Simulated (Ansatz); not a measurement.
Consider the following.

As:
```
CELL_PARAMETERS angstrom
     -3.49536     3.49536     3.49536
      3.49536    -3.49536     3.49536
      3.49536     3.49536    -3.49536
ATOMIC_POSITIONS crystal
  As 0.00000 0.25000 0.50000
  As 0.25000 0.50000 0.00000
  As 0.50000 0.00000 0.25000
  As 0.25000 0.25000 0.25000
```

This is the PBE-relaxed structure.

**Question.** All from DFT-PBE in the program Ansatz with PAW potentials, unless another level is named. Give the electronic character.

**Answer.** metallic (no gap).

**Question.** What about the density of states at the Fermi level?

**Answer.** 0.45 states/eV per atom (mean over ±0.08 eV).

Space group I4_132. The start of the workflow was typed in or built on a structure type; neither database checked (COD, Materials Project) lists it. It is not the phase usual at ambient conditions (space group No. 166). The PBE relaxation kept the symmetry of its start; its stability against distortions is not shown here. The volume moved by 59 % from the start of the relaxation. Scalar-relativistic: spin–orbit coupling is off unless named, which matters more the heavier the elements.

Potentials: the later of the program's two PAW sets.
